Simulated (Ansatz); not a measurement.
## C, first-principles data

C:
Space group P6₂22 (No. 180); a = b = 2.605 Å, c = 2.800 Å, α = β = 90.00°, γ = 120.00°

```csv
atom,site,symmetry,x,y,z
C,3c,222,0.5000,0.0000,0.0000
```

Space group P6_222 (No. 180); conventional cell a = b = 2.605 Å, c = 2.800 Å, α = β = 90.00°, γ = 120.00°.

Method: DFT-PBE in the program Ansatz with PAW potentials. Structure relaxed to zero pressure with the same functional. Other levels are named where they apply.

**Cell and energy**

| Item | Result |
|---|---|
| Volume per atom | 5.49 Å³ |
| Density | 3.63 g/cm³ |

**Electronic structure**

| Item | Value |
|---|---|
| Band gap | 1.94 eV (indirect) |
| Valence-band maximum | at A |
| Conduction-band minimum | at M (3 equivalent valleys) |
| Smallest direct gap on the standard path | 4.58 eV |
| Electron effective mass | 0.25, 0.36, 0.42 mₑ (principal values) |
| Hole effective mass | 0.48, 0.53, 0.53 mₑ (principal values) |

**Mechanics**

| Item | Result |
|---|---|
| Bulk modulus (Birch–Murnaghan fit) | 4260 kbar |
| Pressure derivative B′ | 3.9 |

The start of the workflow was typed in or built on a structure type; neither database checked (COD, Materials Project) lists it. It is not the phase usual at ambient conditions (space group No. 194, 227). The PBE relaxation kept the symmetry of its start; its stability against distortions is not shown here.

Potentials: the later of the program's two PAW sets.
